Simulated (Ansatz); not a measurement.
## Generalised stacking-fault energy along a line for Ti (hcp, Mg type)

Ti (hcp, Mg type) is sheared across one (0001) plane: the third cell vector gains the shift, so faults repeat every 14.0 Å. The cut lies between planes 2.33 Å apart; the cell height is held.

```
CELL_PARAMETERS angstrom
      2.93914     0.00000     0.00000
      1.46957     2.54537     0.00000
      0.00000     0.00000    13.95029
ATOMIC_POSITIONS crystal
  Ti 0.33333 0.33333 0.08333
  Ti 0.33333 0.33333 0.41667
  Ti 0.33333 0.33333 0.75000
  Ti 0.66667 0.66667 0.91667
  Ti 0.66667 0.66667 0.25000
  Ti 0.66667 0.66667 0.58333
```

In-plane vectors a = (2.939, 0.000) Å, b = (1.470, 2.545) Å, area 7.48 Å². The shift is s times the vector a + b (length 5.091 Å), so s = 1 restores the start. Atoms relax along the normal only. γ = [E(shift) − E(0)] / area.

These are PBE (plane waves to 420 eV, PAW, scalar-relativistic; Ansatz, a program for electronic structure) values and carry that method's errors. k mesh 15×15×3 (Γ-centred), Fermi-Dirac smearing 0.05 eV. E is the zero-smearing estimate. Stress and pressure are positive under compression. Some relaxations began with atoms very close together and may have settled on another branch. With partly filled bands, the k mesh leaves noise in γ, roughly 0.02 J/m² as judged from a few cases. Faults lie only 14.0 Å apart, and holding the cell height raises γ above its relaxed value. Ti is run without spin polarisation. Ti was relaxed with its symmetry unable to fall. γ is measured from zero shift.

| s | γ (meV/Å²) | σ normal to the fault (GPa) |
|---|---|---|
| 0.000 | 0 | 0.0 |
| 0.083 | 9 | 0.2 |
| 0.167 | 25 | 1.3 |
| 0.250 | 36 | 2.5 |
| 0.333 | 40 | 3.1 |
| 0.417 | 36 | 2.6 |
| 0.500 | 31 | 1.6 |
| 0.583 | 26 | 0.9 |
| 0.667 | 20 | 0.9 |
| 0.750 | 25 | 0.9 |
| 0.833 | 22 | 0.8 |
| 0.917 | 8 | 0.2 |

Read from the data:

Highest computed γ on the line: 0.64 J/m²
Position of the highest point: s = 0.333
Local minima between the ends: s = 0.667
γ at the local minimum along the line, s = 0.667: 0.31 J/m²
Lower barrier from zero shift into that minimum (unstable fault energy, highest computed point): 0.41 J/m²
Steepest slope dγ/d(shift) before the first maximum (spline): 6.1 GPa

(The slope of γ gives the shear force per area between the displaced halves; near zero shift its curvature is an elastic stiffness.)
